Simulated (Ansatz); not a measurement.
Nb (bcc, W type)

```cif
data_Nb
_chemical_formula_sum 'Nb1'
_space_group_name_H-M_alt 'P 1'
_space_group_IT_number 1
_cell_length_a 2.86617
_cell_length_b 2.86617
_cell_length_c 2.86617
_cell_angle_alpha 109.471
_cell_angle_beta 109.471
_cell_angle_gamma 109.471
loop_
_space_group_symop_operation_xyz
  'x, y, z'
loop_
_atom_site_label
_atom_site_type_symbol
_atom_site_fract_x
_atom_site_fract_y
_atom_site_fract_z
_atom_site_occupancy
Nb1 Nb 0.00000 0.00000 0.00000 1
```

This relaxed cell (volume V₀) is scaled evenly in all directions, its shape held. Symmetry pins the atoms to their sites.

These are PBE (plane waves to 420 eV, PAW, scalar-relativistic; Ansatz, a quantum-chemistry and plane-wave program) values and carry that method's errors. k mesh 20×20×20 (Γ-centred), Fermi-Dirac smearing 0.05 eV. Stress and pressure are positive under compression. Nb is run without spin polarisation. Nb was relaxed with its symmetry unable to fall. The PAW data are Ansatz's earlier set. 

| V (Å³/atom) | P (GPa) |
|---|---|
| 16.313 | ___ |
| 16.675 | 16.6 |
| 17.038 | 11.8 |
| 17.400 | 7.5 |
| 17.763 | 3.6 |
| 18.125 | 0.0 |
| 18.488 | -3.2 |
| 18.850 | -6.2 |
| 19.213 | -8.9 |
| 19.575 | -11.3 |
| 19.938 | -13.5 |

### Question
Fill in the missing entries.

### Answer

- 16.313, P (GPa): 21.9

(Under strain, the slope of the energy per volume gives the stress and its curvature an elastic modulus.)
